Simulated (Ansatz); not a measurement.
## Notes on SrB$_{6}$

```yaml
crystal:
  lattice:
    - [4.21558, -0.15537, -0.13037]
    - [-0.15537, 4.26281, -0.06861]
    - [-0.13037, -0.06861, 4.16549]
  atoms:
    - { symbol: Sr, position: [0.99902, 0.99200, 0.99957] }
    - { symbol: B, position: [0.50471, 0.50111, 0.19910] }
    - { symbol: B, position: [0.49633, 0.49712, 0.79525] }
    - { symbol: B, position: [0.19962, 0.50079, 0.50307] }
    - { symbol: B, position: [0.79123, 0.50053, 0.50319] }
    - { symbol: B, position: [0.50692, 0.20686, 0.49387] }
    - { symbol: B, position: [0.49220, 0.78601, 0.49966] }
```

Level: r2SCAN, no spin polarisation; 500 eV; 4×4×4 (shifted by 0, 0, 0.5 steps) mesh; fermi-dirac occupations (width 0.0608 eV); Ansatz 0.2.0, fixed geometry.

Q: Is it stable against the elements?

A: -0.46 eV an atom against the elements' usual phases (free molecules for gases, crystals otherwise, with no correction for O₂ or N₂), so it is bound against them; other compounds may still compete. Relaxing would lower it.

Q: How is the charge shared?

A: Bader charges in e: Sr +1.55, B -0.30 to -0.21. In the mean Sr gives up most and B takes most.

Q: Metal or insulator? Give the gap.

A: The gap on the k mesh is 0.62 eV; the mesh may miss the band edges, so the true gap of this level can be smaller.

Q: Which atom feels the largest force, and which way?

A: The largest is on B7: 1.94 eV/Å, components (1.29, 1.44, 0.10). It makes 174° with the line to a nearest neighbour, B4 at 1.67 Å, pointing away from it.

Q: Is the cell too large or too small?

A: The pressure is 0.0 GPa (compression positive), so with the atoms held at these fractions the cell is close to zero pressure; the forces are large, so a full relaxation may end otherwise. The principal stresses -12.2, -3.1, 15.2 GPa differ, so its shape would change too.

Origin: a strained cell with displaced atoms, so it need not be a known compound. Caveats: an odd or shifted mesh can miss the band edges, so this level's true gap may be smaller; atoms or cell far from equilibrium.
